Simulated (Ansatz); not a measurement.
Starting cell, CeO2 (fluorite):

```xyz
3
Lattice="0.0000 2.7187 2.7187 2.7187 0.0000 2.7187 2.7187 2.7187 0.0000" Properties=species:S:1:pos:R:3 pbc="T T T"
Ce     0.0000     0.0000     0.0000
O      1.3593     1.3593     1.3593
O      4.0780     4.0780     4.0780
```

Scan: atom 1 (Ce, nearest neighbour O at 2.354 Å; its periodic images, 3.8 Å or more away, move with it) is displaced along Cartesian [111], direction (0.577, 0.577, 0.577) in Cartesian axes, by s. The other atoms stay.

All values below come from r2SCAN (plane waves to 500 eV, PAW, scalar-relativistic; Ansatz, an electronic-structure program). k mesh 9×9×9 (Γ-centred), Fermi-Dirac smearing 0.05 eV. The energy includes the smearing's −TS. Stress and pressure are positive under compression. Left out: 4 of 11 points, with atoms too close for the PAW data. CeO2 is run without spin polarisation. CeO2 was relaxed with its symmetry unable to fall. The f-shell state is unchecked: a lower one may exist. ΔE is measured from the undisplaced structure.

Q: Predict the ΔE (meV/cell) and P (GPa) at s (Å) = -0.282, -0.188, -0.094, 0.094, 0.188.

A: 
```
s (Å)   ΔE (meV/cell)  P (GPa)
------  -------------  -------
-0.282          286.4     5.96
-0.188          123.5     2.61
-0.094           30.4     0.64
0.094            30.4     0.64
0.188           123.5     2.61
```

(For displaced atoms, the force is minus the slope of the energy, and its curvature is a force constant, which sets phonon frequencies.)
